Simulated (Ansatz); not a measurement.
Diamond alloy of Si and Ge (120 of 128 Si sites exchanged), 128 atoms

Ansatz, PAW, plane waves. PBEsol relaxation of volume and atoms (shape held) at the single k point (½, ½, ½); single points on the relaxed atoms at the Γ point alone, onto which points of the small cell's zone fold. Arrangement: quasirandom. No spin–orbit coupling unless named.

Relaxed structure:

```
CELL_PARAMETERS angstrom
0.00000 11.31151 11.31151
11.31151 0.00000 11.31151
11.31151 11.31151 0.00000
ATOMIC_POSITIONS crystal
Ge 0.00136 0.00090 0.00120
Ge 0.49986 0.00015 0.00036
Ge 0.00038 0.49985 0.00001
Ge 0.00006 0.00003 0.49975
Ge 0.25073 0.24944 0.24990
Ge 0.49711 0.50104 0.00058
Ge 0.49993 0.99982 0.49935
Ge 0.74989 0.25007 0.24989
Ge 0.99994 0.50029 0.49962
Ge 0.24941 0.74994 0.24999
Ge 0.24904 0.25010 0.75001
Ge 0.50116 0.50130 0.50115
Ge 0.74982 0.75080 0.24982
Ge 0.75160 0.25112 0.75133
Ge 0.24977 0.75002 0.75001
Ge 0.75105 0.75111 0.75116
Ge 0.56175 0.06156 0.06555
Ge 0.06308 0.56267 0.06272
Ge 0.06275 0.06264 0.56250
Ge 0.31195 0.31354 0.31222
Ge 0.56227 0.56242 0.06247
Ge 0.56259 0.06246 0.56235
Ge 0.81249 0.31267 0.31273
Ge 0.06229 0.56262 0.56290
Ge 0.31227 0.81256 0.31249
Ge 0.31228 0.31259 0.81258
Ge 0.81556 0.81160 0.31172
Ge 0.31203 0.81224 0.81351
Ge 0.00086 0.00027 0.24710
Ge 0.24994 0.25024 0.00009
Ge 0.75114 0.25104 0.99668
Ge 0.99957 0.50053 0.25043
Ge 0.25027 0.74685 0.00165
Ge 0.99991 0.00036 0.75057
Ge 0.24897 0.25038 0.50053
Ge 0.49987 0.50011 0.25022
Ge 0.75075 0.75099 0.99708
Ge 0.49946 0.99995 0.75036
Ge 0.74994 0.24965 0.50074
Ge 0.99974 0.49892 0.75057
Ge 0.24954 0.75005 0.50024
Ge 0.50081 0.50100 0.74699
Ge 0.75060 0.74959 0.50008
Ge 0.06263 0.06209 0.31213
Ge 0.31249 0.31326 0.06249
Ge 0.56163 0.06100 0.31130
Ge 0.81302 0.31161 0.06233
Ge 0.06196 0.56544 0.31126
Ge 0.31167 0.81265 0.06261
Ge 0.06082 0.06572 0.81269
Ge 0.31249 0.31251 0.56262
Ge 0.56258 0.56272 0.31314
Ge 0.81248 0.81230 0.06220
Ge 0.56320 0.06180 0.81277
Ge 0.81196 0.31302 0.56330
Ge 0.06191 0.56267 0.81259
Ge 0.31306 0.81185 0.56262
Ge 0.56282 0.56146 0.81266
Ge 0.81258 0.81244 0.56322
Ge 0.00091 0.24695 0.00030
Ge 0.25034 0.00013 0.25002
Ge 0.49990 0.24970 0.00033
Ge 0.75001 0.99976 0.24952
Ge 0.99999 0.75042 0.00042
Ge 0.99973 0.25050 0.50028
Ge 0.25018 0.50175 0.24699
Ge 0.49953 0.75026 0.00006
Ge 0.24892 0.00072 0.75027
Ge 0.50004 0.25023 0.50005
Ge 0.74999 0.50045 0.24955
Ge 0.75109 0.99721 0.75100
Ge 0.99993 0.75032 0.49897
Ge 0.24968 0.50042 0.75022
Ge 0.50087 0.74756 0.50040
Ge 0.75137 0.49683 0.75110
Ge 0.06236 0.31210 0.06212
Ge 0.31548 0.06154 0.31169
Ge 0.56265 0.31319 0.06171
Ge 0.81277 0.06263 0.31179
Ge 0.06213 0.81183 0.06519
Ge 0.06080 0.31217 0.56568
Ge 0.31230 0.56249 0.31229
Ge 0.56289 0.81268 0.06195
Ge 0.31165 0.06265 0.81326
Ge 0.56253 0.31324 0.56260
Ge 0.81154 0.56304 0.31305
Ge 0.81216 0.06282 0.81277
Ge 0.06176 0.81259 0.56279
Ge 0.31304 0.56259 0.81262
Ge 0.56267 0.81210 0.56229
Ge 0.81234 0.56284 0.81250
Ge 0.24671 0.00080 0.00107
Ge 0.74989 0.99980 0.00056
Ge 0.00005 0.24987 0.24987
Ge 0.25135 0.50130 0.00087
Ge 0.25079 0.99962 0.49949
Ge 0.50018 0.24935 0.24970
Ge 0.75028 0.49945 0.99989
Ge 0.75037 0.99989 0.49956
Ge 0.25007 0.50005 0.49996
Ge 0.50035 0.75034 0.24973
Ge 0.50060 0.24963 0.75007
Ge 0.74705 0.50086 0.50086
Ge 0.99695 0.75086 0.75082
Ge 0.50059 0.74961 0.75002
Ge 0.31213 0.06242 0.06252
Ge 0.81320 0.06300 0.06193
Ge 0.06288 0.31254 0.31266
Ge 0.31243 0.06256 0.56260
Ge 0.56238 0.31232 0.31253
Ge 0.81266 0.56308 0.06181
Ge 0.81260 0.06184 0.56312
Ge 0.06141 0.81186 0.31079
Ge 0.06087 0.31057 0.81199
Ge 0.31315 0.56261 0.56260
Ge 0.56183 0.81480 0.31224
Ge 0.56341 0.31287 0.81227
Ge 0.81214 0.56177 0.56307
Ge 0.06210 0.81260 0.81270
Ge 0.56300 0.81249 0.81268
Si 0.06232 0.06264 0.06290
Si 0.56278 0.56291 0.56241
Si 0.81567 0.31174 0.81201
Si 0.81263 0.81259 0.81283
Si 0.49982 0.99945 0.25015
Si 0.99995 0.75002 0.24962
Si 0.99719 0.25069 0.75060
Si 0.31281 0.56247 0.06270
```

What are the mean bond lengths by pair (pairs within 1.2 times the sum of covalent radii, less contacts 15 % beyond the pair's median; cation–cation pairs of compounds aside; long ionic contacts are cut short by that bound)?

Ge–Ge 2.455 ± 0.004 Å (standard deviation, 225 bonds); Ge–Si 2.411 ± 0.004 Å (standard deviation, 30 bonds); Si–Si 2.371 ± 0.000 Å (standard deviation, 1 bonds).

What gap lies between the top filled and the lowest empty level in the single points?

HSE06 0.87 eV (3.2 min on NVIDIA GB200). An indirect band minimum needn't fold onto Γ of this cell; where it doesn't, these gaps are too wide.
